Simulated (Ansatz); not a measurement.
## Lu₂AsP (ordering on rocksalt): the band gap by level of theory

All numbers come from the plane-wave code Ansatz. All values are calculated for a non-magnetic cell, which may be hypothetical.

Lu₂AsP, ordered on the rocksalt lattice (R-3m) with 4 atoms a cell, relaxed with r2SCAN. It is trigonal, R-3m (No. 166); a = 3.958 Å, c = 19.393 Å in the conventional setting, 21.93 Å³ an atom. P is surrounded by 6 Lu at 2.77 Å; As is surrounded by 6 Lu at 2.82 Å; Lu is surrounded by 3 P at 2.77 Å and 3 As at 2.82 Å.

Relaxed lattice by functional, symmetry kept:
```csv
functional,k mesh,a (Å),c (Å),volume (Å³/atom)
PBE,6×6×6,3.967,19.446,22.09
r2SCAN,8×8×8,3.958,19.393,21.93
```

On this one geometry the levels give:
```json
{"level": "PBE", "k mesh": "8×8×8", "gap (eV)": "none (overlap 1.16)", "kind": "–", "edges": "–", "least direct gap (eV)": "–", "rough cost": "50 core-seconds"}
{"level": "PBE+SOC", "k mesh": "8×8×8", "gap (eV)": "none (overlap 1.27)", "kind": "–", "edges": "–", "least direct gap (eV)": "–", "rough cost": "6 core-minutes"}
{"level": "r2SCAN", "k mesh": "8×8×8", "gap (eV)": "none (overlap 0.88)", "kind": "–", "edges": "–", "least direct gap (eV)": "–", "rough cost": "80 core-seconds"}
```
All runs use a smearing of 0.02 eV.
Wave cutoffs: 420 eV, 500 eV (r2SCAN).
Costs come from shared machines and give only the order; PBE's includes the band path. The runs had 2 threads of Intel(R) Xeon(R) Processor @ 2.50GHz (Skylake/Cascade Lake), on a shared host.

r2SCAN gives no gap: the lowest nominally empty band dips 0.88 eV below the top of the last filled one (its bottom at F, the top at Γ), so the cell is a metal or semimetal at this level. PBE+SOC gives no gap: the lowest nominally empty band dips 1.27 eV below the top of the last filled one (its bottom at F, the top at Γ), so the cell is a metal or semimetal at this level.

No level opens a gap, but no hybrid is among them, and semilocal functionals can close a real gap.

Only the levels marked +SOC include spin-orbit coupling.
